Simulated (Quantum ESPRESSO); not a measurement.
BAl3P4, input and log of a self-consistent run

Computed values, not a measurement. The program is pw.x of Quantum ESPRESSO 7.5 (plane-wave density functional theory). The cell is made up: 8 atoms on a zincblende/diamond lattice, with randomly drawn elements, strain and displacements, not relaxed. PseudoDojo standard norm-conserving files (v0.5 for PBE, v0.4.1 for LDA and PBEsol) set the functional; there is no spin polarisation, spin-orbit coupling or dispersion term, and the masses in the input are unused placeholders.

Input:

```
&control calculation='scf', pseudo_dir='./dojo.nc.sr.pbe.v0_5.standard.upf', outdir='./o', disk_io='medium', tprnfor=.true., tstress=.true. /
&system ibrav=0, nat=8, ntyp=3, nbnd=22, ecutwfc=75.99759826, nosym=.true., tot_charge=0,
 occupations='smearing', smearing='fd', degauss=0.0018374661
/
&electrons conv_thr=7.350e-09, electron_maxstep=60, /
ATOMIC_SPECIES
Al 1.0 Al.upf
B 1.0 B.upf
P 1.0 P.upf
CELL_PARAMETERS angstrom
5.511 0.0994 0.0872
0.0994 5.5995 -0.023
0.0872 -0.023 5.7118
ATOMIC_POSITIONS angstrom
B 0.0199 -0.0476 0.0122
Al 0.0786 2.8417 2.8828
Al 2.8025 -0.0171 2.9237
Al 2.828 2.8916 0.0367
P 1.4471 1.4106 1.4531
P 1.4972 4.1883 4.2647
P 4.2936 1.5041 4.3648
P 4.2166 4.2872 1.4867
K_POINTS automatic
4 4 4 1 1 1
```

The log is shortened where brackets say so; the opening notice, blank lines, dates and the lines on written files are dropped, and the path of the files is cut. It prints rydbergs, bohrs and kilobars, and counts compression as positive stress. With no partly filled state, the Fermi energy that it prints is only some level between the filled and the empty states on the mesh, and need not lie in the true gap.

```
     Program PWSCF v.7.5
     Parallel version (MPI & OpenMP), running on       1 processor cores
     Number of MPI processes:                 1
     Threads/MPI process:                     1
     [start-up lines left out]
     bravais-lattice index     =            0
     lattice parameter (alat)  =      10.4173  a.u.
     unit-cell volume          =    1188.7679 (a.u.)^3
     number of atoms/cell      =            8
     number of atomic types    =            3
     number of electrons       =        32.00
     number of Kohn-Sham states=           22
     kinetic-energy cutoff     =      75.9976  Ry
     charge density cutoff     =     303.9904  Ry
     scf convergence threshold =      7.3E-09
     mixing beta               =       0.7000
     number of iterations used =            8  plain     mixing
     Exchange-correlation= PBE
                           (   1   4   3   4   0   0   0)
     [axes and pseudopotential details left out]
   Cartesian axes
     site n.     atom                  positions (alat units)
         1        B      tau(   1) = (   0.0036099  -0.0086348   0.0022131  )
         2        Al     tau(   2) = (   0.0142583   0.5154931   0.5229488  )
         3        Al     tau(   3) = (   0.5083821  -0.0031020   0.5303681  )
         4        Al     tau(   4) = (   0.5130079   0.5245451   0.0066575  )
         5        P      tau(   5) = (   0.2625084   0.2558872   0.2635968  )
         6        P      tau(   6) = (   0.2715967   0.7597704   0.7736296  )
         7        P      tau(   7) = (   0.7788722   0.2728483   0.7917881  )
         8        P      tau(   8) = (   0.7649042   0.7777112   0.2696919  )
     number of k points=    32  Fermi-Dirac smearing, width (Ry)=  0.0018
                       cart. coord. in units 2pi/alat
        k(    1) = (   0.1209589   0.1214025   0.1192825), wk =   0.0625000
        k(    2) = (   0.1171210   0.1224620   0.3606260), wk =   0.0625000
     [further k points left out]
     Dense  grid:   106353 G-vectors     FFT dimensions: (  60,  60,  60)
     Estimated max dynamical RAM per process >     119.39 MB
     Initial potential from superposition of free atoms
     starting charge      31.9919, renormalised to      32.0000
     Starting wfcs are   32 randomized atomic wfcs
     total cpu time spent up to now is        6.1 secs
     per-process dynamical memory:    92.9 Mb
     Self-consistent Calculation
     iteration #  1     ecut=    76.00 Ry     beta= 0.70
     Davidson diagonalization with overlap
     ethr =  1.00E-02,  avg # of iterations =  3.7
     Threshold (ethr) on eigenvalues was too large:
     Diagonalizing with lowered threshold
     Davidson diagonalization with overlap
     ethr =  8.03E-04,  avg # of iterations =  1.9
     total cpu time spent up to now is       33.3 secs
     total energy              =     -75.21101741 Ry
     estimated scf accuracy    <       0.26807980 Ry
     iteration #  2     ecut=    76.00 Ry     beta= 0.70
     Davidson diagonalization with overlap
     ethr =  8.38E-04,  avg # of iterations =  2.0
     total cpu time spent up to now is       46.0 secs
     total energy              =     -75.24449918 Ry
     estimated scf accuracy    <       0.08347345 Ry
     iteration #  3     ecut=    76.00 Ry     beta= 0.70
     Davidson diagonalization with overlap
     ethr =  2.61E-04,  avg # of iterations =  6.2
     total cpu time spent up to now is       61.3 secs
     total energy              =     -75.25827287 Ry
     estimated scf accuracy    <       0.03975274 Ry
     iteration #  4     ecut=    76.00 Ry     beta= 0.70
     Davidson diagonalization with overlap
     ethr =  1.24E-04,  avg # of iterations =  2.4
     total cpu time spent up to now is       76.7 secs
     total energy              =     -75.26738096 Ry
     estimated scf accuracy    <       0.00297416 Ry
     iteration #  5     ecut=    76.00 Ry     beta= 0.70
     Davidson diagonalization with overlap
     ethr =  9.29E-06,  avg # of iterations =  8.9
     total cpu time spent up to now is      100.0 secs
     total energy              =     -75.26797417 Ry
     estimated scf accuracy    <       0.00019982 Ry
     iteration #  6     ecut=    76.00 Ry     beta= 0.70
     Davidson diagonalization with overlap
     ethr =  6.24E-07,  avg # of iterations =  5.8
     total cpu time spent up to now is      124.7 secs
     total energy              =     -75.26802528 Ry
     estimated scf accuracy    <       0.00002573 Ry
     iteration #  7     ecut=    76.00 Ry     beta= 0.70
     Davidson diagonalization with overlap
     ethr =  8.04E-08,  avg # of iterations =  2.1
     total cpu time spent up to now is      148.9 secs
     total energy              =     -75.26803049 Ry
     estimated scf accuracy    <       0.00000156 Ry
     iteration #  8     ecut=    76.00 Ry     beta= 0.70
     Davidson diagonalization with overlap
     ethr =  4.87E-09,  avg # of iterations =  4.7
     total cpu time spent up to now is      176.4 secs
     total energy              =     -75.26803146 Ry
     estimated scf accuracy    <       0.00000034 Ry
     iteration #  9     ecut=    76.00 Ry     beta= 0.70
     Davidson diagonalization with overlap
     ethr =  1.07E-09,  avg # of iterations =  2.0
     total cpu time spent up to now is      198.4 secs
     total energy              =     -75.26803151 Ry
     estimated scf accuracy    <       0.00000004 Ry
     iteration # 10     ecut=    76.00 Ry     beta= 0.70
     Davidson diagonalization with overlap
     ethr =  1.32E-10,  avg # of iterations =  3.7
     total cpu time spent up to now is      221.7 secs
     End of self-consistent calculation
          k = 0.1210 0.1214 0.1193 ( 13302 PWs)   bands (ev):
    -7.0960  -5.4389  -5.2587  -5.0605  -1.7415  -1.0195  -0.9438   1.3310
     1.3879   1.5347   1.8495   2.0590   2.2910   2.5290   3.6432   3.8890
     5.1210   6.0537   6.2672   6.4707   6.9744   7.1432
     [levels at the other k points left out]
     the Fermi energy is     4.4529 ev
!    total energy              =     -75.26803152 Ry
     estimated scf accuracy    <          6.0E-09 Ry
     smearing contrib. (-TS)   =      -0.00000000 Ry
     internal energy E=F+TS    =     -75.26803152 Ry
     The total energy is F=E-TS. E is the sum of the following terms:
     one-electron contribution =       9.37490868 Ry
     hartree contribution      =       7.90114289 Ry
     xc contribution           =     -24.64905759 Ry
     ewald contribution        =     -67.89502550 Ry
     convergence has been achieved in  10 iterations
     Forces acting on atoms (cartesian axes, Ry/au):
     atom    1 type  2   force =     0.00209523    0.01035233   -0.00837843
     atom    2 type  1   force =     0.00658708   -0.01709535   -0.01912056
     atom    3 type  1   force =    -0.00386572    0.04452423    0.00994485
     atom    4 type  1   force =    -0.00883775   -0.01281349    0.00844427
     atom    5 type  3   force =    -0.02760029   -0.02651455   -0.02859271
     atom    6 type  3   force =    -0.02727406    0.04278295    0.05792756
     atom    7 type  3   force =     0.01011405   -0.06099438    0.02892015
     atom    8 type  3   force =     0.04878147    0.01975825   -0.04914512
     Total force =     0.146114     Total SCF correction =     0.000034
     Computing stress (Cartesian axis) and pressure
          total   stress  (Ry/bohr**3)                   (kbar)     P=      -92.78
  -0.00052674  -0.00012432  -0.00011004          -77.49      -18.29      -16.19
  -0.00012432  -0.00063053   0.00003571          -18.29      -92.75        5.25
  -0.00011004   0.00003571  -0.00073488          -16.19        5.25     -108.10
     init_run     :      5.89s CPU      5.99s WALL (       1 calls)
     electrons    :    204.73s CPU    215.65s WALL (       1 calls)
     forces       :      5.22s CPU      5.28s WALL (       1 calls)
     stress       :     19.15s CPU     19.24s WALL (       1 calls)
     [timing details left out]
     PWSCF        :   3m55.18s CPU   4m 6.73s WALL
     JOB DONE.
```

In other units: free energy -1024.074 eV for the cell, pressure -9.28 GPa, largest force component 1.568 eV/Å. A rerun of a related cell, with the same atoms placed differently, at 1317 eV and a 6 x 6 x 6 mesh moved values by no more than 0.006 eV in energy, 0.02 GPa in stress and 0.002 eV/Å in force.